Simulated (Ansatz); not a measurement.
# Zone-centre modes in C

These are results of DFT r2SCAN, scalar-relativistic, plane waves, PAW (Ansatz 0.2.0), not measurements. Settings: plane waves to 500 eV, k-mesh 10×10×6 (Γ-centred), Gaussian smearing 0.05 eV. No spin polarisation.

Reference structure (relaxed at this level):

```
C
1.0
     0.00000   -1.78014   -1.78014
     0.00000    1.78014   -1.78014
     3.56028    0.00000    0.00000
C
4
Direct
  0.50000 0.50000 0.00000
  0.00000 0.00000 0.50000
  0.00000 0.50000 0.25000
  0.50000 0.00000 0.75000
```

Harmonic modes by finite displacements of 0.02 Å, without the LO–TO term. The cell doubles the primitive one, so its zone centre also holds the primitive cell's point q = (0, 1/2, 1/2).

Task: At this geometry, is the structure stable against these modes?

Result: Yes: no mode is imaginary beyond 10 cm⁻¹, and only the three translations lie near zero.

Task: List the wavenumbers in cm⁻¹.

Result: 0, 0, 0, 802, 802, 1076, 1076, 1224, 1224, 1324, 1324, 1324.

Cost: 1 run of about 0.53 core-minutes, on Intel Xeon Platinum 8375C (Ice Lake) (shared hosts).